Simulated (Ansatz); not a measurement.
Polymorphs of MgO, each relaxed with DFT-r²SCAN in the program Ansatz with PAW potentials:

A: rock salt (Fm-3m), a = 4.207 Å, b = 4.207 Å, c = 4.207 Å, α = 90.00°, β = 90.00°, γ = 90.00°

B: R-3m, a = b = 2.963 Å, c = 59.285 Å, α = β = 90.00°, γ = 120.00°

C: CsCl type (Pm-3m), a = b = c = 2.6251 Å, α = β = γ = 90.00°

D: P4_2/mnm, a = b = 5.502 Å, c = 3.268 Å, α = β = γ = 90.00°

Q: Rank these by energy per atom at 0 K (lowest first), as r²SCAN gives it.

A: A (+0 meV/atom), B (+66 meV/atom), D (+139 meV/atom), C (+809 meV/atom)

Q: Give each one's gap.

A: A 5.68 eV; B 4.98 eV; C 3.49 eV; D 4.15 eV.

Typed or built starts, not in the databases checked: D. Not the usual ambient phase: B; C; D. Unstable at this level: C. All cells were relaxed under the symmetry of their starts (and spin orders); stability against distortions was not tested throughout.

Energies hold the estimated change up to a 700 eV cutoff; steps of a few meV lie near the error of the meshes.

Potentials: the earlier of the program's two PAW sets.
